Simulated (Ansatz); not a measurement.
A relaxed structure of ZnO is spoiled in several ways and relaxed again each time (noise and exchanges are one random draw each; pressure is positive under compression). Method: PBEsol (plane waves to 420 eV, PAW, scalar-relativistic; Ansatz, a first-principles code).

```cif
data_O6Zn6
_chemical_formula_sum 'Zn6 O6'
_space_group_name_H-M_alt 'P63mc'
_space_group_IT_number 186
_space_group_name_Hall 'P 6c -2c'
_cell_length_a 3.22127
_cell_length_b 3.22127
_cell_length_c 15.72706
_cell_angle_alpha 90.000
_cell_angle_beta 90.000
_cell_angle_gamma 120.000
loop_
_atom_site_label
_atom_site_type_symbol
_atom_site_symmetry_multiplicity
_atom_site_Wyckoff_symbol
_atom_site_fract_x
_atom_site_fract_y
_atom_site_fract_z
_atom_site_occupancy
Zn1 Zn 2 a 0.00000 0.00000 0.49991 1
Zn2 Zn 2 b 0.33333 0.66667 0.33338 1
Zn3 Zn 2 b 0.66667 0.33333 0.16664 1
O1 O 2 a 0.00000 0.00000 0.37469 1
O2 O 2 b 0.33333 0.66667 0.20793 1
O3 O 2 b 0.66667 0.33333 0.04116 1
```

```tsv
change	first pressure (GPa)	first V (Å³/atom)	released (eV/atom)	moves	outcome	final group	E − E(parent) (eV/atom)
with every coordinate shifted by Gaussian noise of σ = 0.1 Å	12.1	11.78	0.34	5	returns to the parent	P6₃mc	0.000
with every coordinate shifted by Gaussian noise of σ = 0.2 Å	20.7	11.78	0.60	6	returns to the parent	P6₃mc	0.000
deformed by the Cartesian strain tensor (xx, yy, zz, yz, xz, xy) = (0.092, -0.130, -0.077, 0.075, -0.087, 0.087)	41.5	10.08	0.59	14	returns to the parent	P6₃mc	0.000
shaken by Gaussian noise of σ = 0.08 Å a coordinate	3.4	11.78	0.11	4	returns to the parent	P6₃mc	0.000
```

First-step values come from each run's starting, coarser k-mesh (7×7×2, 6×8×2). Each cell has its own k-point mesh; energy differences are given only to the digits this allows. No spin polarisation in the result.

The first start was generated by placing the elements on the sites of a structure type. A measured structure of ZnO has the same space group, P6₃mc (No. 186); the sites were not compared with it.
